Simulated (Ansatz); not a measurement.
CrO₂

Method: r²SCAN, scalar-relativistic; collinear spin; PAW, 500 eV, Γ-centred 6×6×10 mesh, 0.05 eV Gaussian smearing; code Ansatz; PAW files: Ansatz's generated set soft_2.

```yaml
crystal:
  lattice:
    - [4.40308, 0.00000, 0.00000]
    - [0.00000, 4.40308, 0.00000]
    - [0.00000, 0.00000, 2.91285]
  atoms:
    - { symbol: Cr, position: [0.00000, 0.00000, 0.00000] }
    - { symbol: Cr, position: [0.50000, 0.50000, 0.50000] }
    - { symbol: O, position: [0.30275, 0.30275, 0.00000] }
    - { symbol: O, position: [0.19725, 0.80275, 0.50000] }
    - { symbol: O, position: [0.69725, 0.69725, 0.00000] }
    - { symbol: O, position: [0.80275, 0.19725, 0.50000] }
```

The chain of runs began from a cell as deposited in COD, expanded in volume.

Magnetic state: ferromagnetic, site spin moments Cr 1.83; O -0.11 μB.

Path: Γ–X–M–Γ–Z–R–A–Z | X–R | M–A, with Γ = (0.000, 0.000, 0.000), X = (0.000, 0.500, 0.000), M = (0.500, 0.500, 0.000), Z = (0.000, 0.000, 0.500), R = (0.000, 0.500, 0.500), A = (0.500, 0.500, 0.500) in reciprocal vectors of the calculation's cell.

Q: Is it a metal or an insulator, and if it has a gap, where are the band edges on this path?

A: A metal: bands cross the Fermi level.

Levels between -6 and 6 eV from the Fermi level at the path's named points:
```tsv
point	spin	below E_F (eV)	above E_F (eV)
Γ	up	-5.36 -5.36 -3.81 -3.81 -3.47 -1.95 -1.61 -1.39 -1.38 -1.38 -1.35 -1.05 -1.05 -0.40	1.26 1.53 4.36 4.36 5.24
Γ	down	-4.98 -4.98 -3.98 -3.98 -3.51 -1.72 -1.40 -1.40 -0.99	1.74 1.81 2.11 2.11 2.12 3.32 3.78 5.48 5.48
X	up	-5.23 -5.23 -4.78 -4.78 -4.56 -4.56 -3.37 -3.37 -1.47 -1.47 -1.04 -1.04 -0.48 -0.48	0.40 0.40 3.83 3.83 4.08 4.08
X	down	-4.95 -4.95 -4.46 -4.46 -4.30 -4.30 -2.88 -2.88 -1.81 -1.81	2.48 2.48 2.74 2.74 2.83 2.83 4.99 4.99 5.16 5.16
M	up	-5.45 -5.45 -3.95 -3.95 -3.75 -3.75 -2.52 -2.52 -2.01 -2.01 -1.79 -1.79 -1.35 -1.35	1.03 1.03 3.20 3.20 4.34 4.34
M	down	-5.07 -5.07 -4.19 -4.19 -3.23 -3.23 -2.58 -2.58 -2.21 -2.21	1.80 1.80 2.13 2.13 3.09 3.09 4.97 4.97 5.46 5.46
Z	up	-5.47 -5.47 -5.32 -5.32 -4.12 -4.12 -3.89 -3.89 -2.66 -2.66 -1.12 -1.12	0.05 0.05 0.72 0.72 2.95 2.95 3.54 3.54
Z	down	-5.95 -5.95 -5.14 -5.14 -4.90 -4.90 -3.95 -3.95 -3.68 -3.68 -2.63 -2.63	2.41 2.41 3.04 3.04 3.34 3.34 4.48 4.48 4.59 4.59
R	up	-5.61 -5.61 -4.93 -4.93 -3.77 -3.77 -3.62 -3.62 -1.76 -1.76 -1.60 -1.60 -1.09 -1.09	0.97 0.97 2.18 2.18 4.88 4.88
R	down	-5.23 -5.23 -4.93 -4.93 -3.84 -3.84 -3.13 -3.13 -2.16 -2.16	1.51 1.51 3.07 3.07 3.34 3.34 3.78 3.78 5.99 5.99
A	up	-5.21 -5.21 -4.07 -4.07 -2.75 -2.75 -1.65 -1.65 -1.12 -1.12 -0.13 -0.13 -0.03 -0.03	3.55 3.55 3.55 3.55
A	down	-4.76 -4.76 -3.90 -3.90 -2.45 -2.45 -1.67 -1.67	2.06 2.06 2.87 2.87 3.13 3.13 4.58 4.58 4.88 4.88
```

Cost: 68 s on 4 threads of Arm Neoverse N1, with other jobs on the host, peak memory 0.73 GiB.

The run wasn't fully tested for a lower electronic state. Site moments are of spin, integrated over atomic spheres. Compounds of this kind are often insulators, Mott or charge-transfer ones with an open 3d shell, so the metal found may come from the functional, which lacks a U or exact exchange, or from the structure.
